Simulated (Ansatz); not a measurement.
VPt (P4/mmm), tetragonal deformation path

Method: DFT PBEsol, scalar-relativistic, plane waves, PAW in Ansatz 0.2.0. Cutoff 420 eV, Γ-centred 20×20×14 k-points, Gaussian smearing of 0.15 eV. Spin–orbit coupling is left out, which matters for the heavy elements here. Collinear spins, started from moments 0.2, 0.0 μB in atom order; the magnetic state may not be the lowest. Energies are free energies at this smearing, counted from the undisturbed cell; pressure is positive in compression.

The undisturbed cell (as given, not relaxed at this level; it stands at -5.6 GPa, and it needn't be the usual structure):

```
V Pt
1.0
     2.69408    0.00000    0.00000
     0.00000    2.69408    0.00000
     0.00000    0.00000    3.88000
V Pt
1 1
Direct
  0.50000 0.50000 0.50000
  0.00000 0.00000 0.00000
```

At fixed volume and fractional coordinates, lengths along (0.000, 0.000, 1.000) are scaled against those across it; ρ is that ratio over its starting value. The cell is metallic on the mesh throughout.

| ρ | ΔE (meV/atom) | pressure (GPa) | moment (μB/cell) |
| --- | --- | --- | --- |
| 0.800 | 281.9 | ? | 0.00 |
| 0.850 | 178.2 | -1.9 | 0.00 |
| 0.920 | 56.8 | -4.6 | 0.00 |
| 0.960 | 16.2 | -5.4 | 0.00 |
| 1.000 | 0.0 | -5.6 | 0.00 |
| 1.050 | 15.8 | -5.0 | 0.00 |
| 1.100 | ? | -3.6 | 0.00 |
| 1.200 | 272.8 | 1.2 | 0.00 |

(1) Give the withheld values.

Results:

(1) pressure (GPa) at ρ = 0.800: 0.8; ΔE (meV/atom) at ρ = 1.100: 69.8.